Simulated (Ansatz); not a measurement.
**Structure search: one NaS6 candidate**

Theory: Ansatz, DFT PBE, scalar-relativistic, plane waves, PAW. Cutoff 420 eV, Gaussian smearing, Γ-centred meshes. Cell and atoms relax first on a coarse mesh and then on a finer one. In between, the cell is made exact in the group found at 0.06 Å. In metals the finer mesh still leaves noise of several meV/atom or more. The steps can't lower the symmetry of their start. No spin polarisation.

A trial structure of NaS6 was built thus: random cell by space group and Wyckoff sites (P6/mmm, No. 191). Its size is a rough estimate.

```yaml
crystal:
  lattice:
    - [6.11397, 0.00000, 0.00000]
    - [-3.05698, 5.29485, 0.00000]
    - [0.00000, 0.00000, 10.25121]
  atoms:
    - { symbol: Na, position: [0.00000, 0.00000, 0.00000] }
    - { symbol: S, position: [0.90427, 0.80853, 0.50000] }
    - { symbol: S, position: [0.19147, 0.09573, 0.50000] }
    - { symbol: S, position: [0.90427, 0.09573, 0.50000] }
    - { symbol: S, position: [0.09573, 0.19147, 0.50000] }
    - { symbol: S, position: [0.80853, 0.90427, 0.50000] }
    - { symbol: S, position: [0.09573, 0.90427, 0.50000] }
```

Formation energies are uncorrected and refer to the elements' standard structures at the same level.

Question: Which structure results?

Answer: The symmetry stays P6/mmm (No. 191). The volume per atom shrinks by 43.0 %, from 47.4 to 27.0 Å³. The shortest distance goes from 1.01 Å (S–S) to 2.18 Å (S–S). The ratio c/a of the conventional cell changes by a factor of 0.38. The energy falls by about 62.4 eV/atom (the start's value is from the coarse mesh). The end is written in a standard setting, so origin, axes and order of atoms can differ from the start's. Conventional cell: a = 7.025 Å, c = 4.423 Å. Na has 12 S at 3.11 Å; around S lie 2 S at 2.18 Å and 2 Na at 3.11 Å.

```
Na S
1.0
     7.02546    0.00000    0.00000
    -3.51273    6.08423    0.00000
     0.00000    0.00000    4.42338
Na S
1 6
Direct
  0.00000 0.00000 0.00000
  0.82053 0.64107 0.50000
  0.35893 0.17947 0.50000
  0.82053 0.17947 0.50000
  0.17947 0.35893 0.50000
  0.64107 0.82053 0.50000
  0.17947 0.82053 0.50000
```

Question: Give its energy and gap.

Answer:

| Property | Result |
| --- | --- |
| Formation energy | +0.19 eV/atom |
| Gap on the 6×6×8 mesh of the 7-atom cell | 0 eV (a metal) |

It can't be a ground state, since the elements alone are lower.

The last run used Gaussian smearing of 0.10 eV. No dispersion correction is applied, so the spacing and binding between layers, chains or molecules are poorly described. An odd number of electrons in the primitive cell allows no gap without spin; a larger cell or a magnetic state could open one. The cell is a metal run without spin; a magnetic state may lie lower. The reference form of S is held partly by dispersion forces, which this level lacks. A structure relaxed within its symmetry needn't be a true minimum. In all, the 4 runs took 6.5 min on 1 thread of AMD EPYC (Zen 3), with other jobs on the host.
